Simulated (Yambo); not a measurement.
Yambo run on Ba2WZnO6 (space group Fm-3m, No. 225). The wavefunctions are PBEsol (Quantum ESPRESSO, PseudoDojo norm-conserving, 84 Ry, without SOC) ones on a 2×2×2 mesh (45 occupied bands); a = 5.841 Å, b = 5.841 Å, c = 5.841 Å, α = 60.00°, β = 60.00°, γ = 60.00°.

Yambo input:

```
rim_cut
HF_and_locXC
RandQpts= 1000000
RandGvec= 1 Ry
EXXRLvcs= 84 Ry
VXCRLvcs= 336 Ry
% QPkrange
 1 | 1 | 45 | 46 |
 2 | 2 | 45 | 46 |
 3 | 3 | 45 | 46 |
%
```

k points by index: 1 = Γ, 2 = L, 3 = X.

Table of the .hf output:

```
#    K-point    Band    Eo [eV]    Ehf [eV]    Vxc [eV]    Vnlxc [eV]
#
    1    45    0.000000    -5.158823    -19.59362    -24.75244
    1    46    3.180305    8.194393    -17.60109    -12.58700
    2    45    -0.095629    -5.364378    -22.01005    -27.27880
    2    46    3.227339    8.593493    -17.38920    -12.02305
    3    45    -0.046408    -5.181960    -19.47085    -24.60640
    3    46    2.880879    8.271491    -16.67757    -11.28695
```
Exchange alone, without screening.

Geometry of the Materials Project entry, not relaxed at this level.
